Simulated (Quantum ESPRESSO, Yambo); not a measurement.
At a photon energy of 12.25 eV, RPA with local fields on LDA bands shifted by a G0W0 scissor of 3.21 eV (Quantum ESPRESSO and Yambo; 9×9×4 mesh, 76 bands, 3 Ry local-field block, 0.2 eV broadening) gives ε = 0.49 + 3.67i for LiBH₄ (space group P6_3mc, No. 186), field along x. Axes are Cartesian, with cell vectors (Å) (4.20, 0.00, 0.00), (-2.10, 3.64, 0.00), (0.00, 0.00, 7.42).

Work out n, κ, the normal-incidence reflectivity, the absorption coefficient and the penetration depth.


|ε| = 3.70; n = √((|ε| + ε1)/2) = 1.45, κ = √((|ε| − ε1)/2) = 1.27. R = ((n − 1)² + κ²)/((n + 1)² + κ²) = 0.24. α = 2Eκ/(ħc) with ħc = 197.327 eV nm: 0.1574 per nm = 16 × 10⁵ per cm, a 1/e depth of 6.4 nm. The computed direct gap is 9.75 eV, and the energy scale of the real crystal may differ from it. Excitonic effects are left out, and values at one energy depend on mesh and broadening. The scissor comes from a G0W0 run whose convergence isn't established. Convergence of the RPA response with its 9×9×4 mesh was not tested.

Geometry of the Materials Project entry, not relaxed at this level; primitive cell a = b = 4.203 Å, c = 7.420 Å, α = β = 90.00°, γ = 120.00°.

The structure is a Materials Project entry; no match was found in the copy of COD used, and its stability was not checked.
